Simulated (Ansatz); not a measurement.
Several occupations of a bcc lattice at one composition, 9 Ti, 7 Re. Sites, in fractions of the cell 6.396 0.000 0.000; 0.000 6.396 0.000; 0.000 0.000 6.396 Å:

| cell | sites |
| --- | --- |
| all | Re (0.75 0.25 0.75), Ti (0.00 0.50 0.00), Ti (0.25 0.75 0.75), Ti (0.50 0.50 0.00) |
| 1 | Re (0.00 0.00 0.50), Re (0.25 0.25 0.25), Re (0.25 0.75 0.25), Re (0.50 0.00 0.50), Re (0.50 0.50 0.50), Re (0.75 0.75 0.25), Ti (0.00 0.00 0.00), Ti (0.00 0.50 0.50), Ti (0.25 0.25 0.75), Ti (0.50 0.00 0.00), Ti (0.75 0.25 0.25), Ti (0.75 0.75 0.75) |
| 2 | Re (0.00 0.00 0.00), Re (0.25 0.25 0.25), Re (0.25 0.25 0.75), Re (0.25 0.75 0.25), Re (0.75 0.25 0.25), Re (0.75 0.75 0.25), Ti (0.00 0.00 0.50), Ti (0.00 0.50 0.50), Ti (0.50 0.00 0.00), Ti (0.50 0.00 0.50), Ti (0.50 0.50 0.50), Ti (0.75 0.75 0.75) |
| 3 | Re (0.00 0.00 0.00), Re (0.00 0.50 0.50), Re (0.25 0.25 0.75), Re (0.50 0.00 0.00), Re (0.50 0.50 0.50), Re (0.75 0.75 0.75), Ti (0.00 0.00 0.50), Ti (0.25 0.25 0.25), Ti (0.25 0.75 0.25), Ti (0.50 0.00 0.50), Ti (0.75 0.25 0.25), Ti (0.75 0.75 0.25) |

Each was relaxed without symmetry on coarser meshes and computed once more. Computed with DFT PBE, scalar-relativistic, plane waves, PAW (Ansatz).

Settings: cutoff 420 eV, Γ-centred mesh 6×6×5 on the computed 16-atom cell, Gaussian smearing of 0.10 eV; no spin polarisation.

Warren–Cowley parameters of the first shell of the sublattice with most elements (negative: unlike neighbours preferred):
```csv
cell,Re-Ti
1,-0.02
2,-0.40
3,-0.02
```

**Question.** Which occupation is lowest in energy, and by how much?

**Answer.** Cell 2.
```json
{"cell": "2", "E − E(lowest) (meV/atom)": "0.0", "V (Å³/atom)": "15.46"}
{"cell": "3", "E − E(lowest) (meV/atom)": "23.3", "V (Å³/atom)": "15.54"}
{"cell": "1", "E − E(lowest) (meV/atom)": "30.6", "V (Å³/atom)": "15.55"}
```

The final mesh leaves forces up to 0.10 eV/Å and stresses up to 0.4 GPa: the relaxation ran on a coarser mesh, so the cell's shape, its bonds and its energy belong partly to that mesh.

Spin–orbit coupling is left out, which can shift energies with elements as heavy as these.

Cost: 6 runs of about 29 core-minutes in all (earlier runs that led there not counted), on Intel Xeon Platinum 8259CL (Skylake/Cascade Lake) (shared hosts).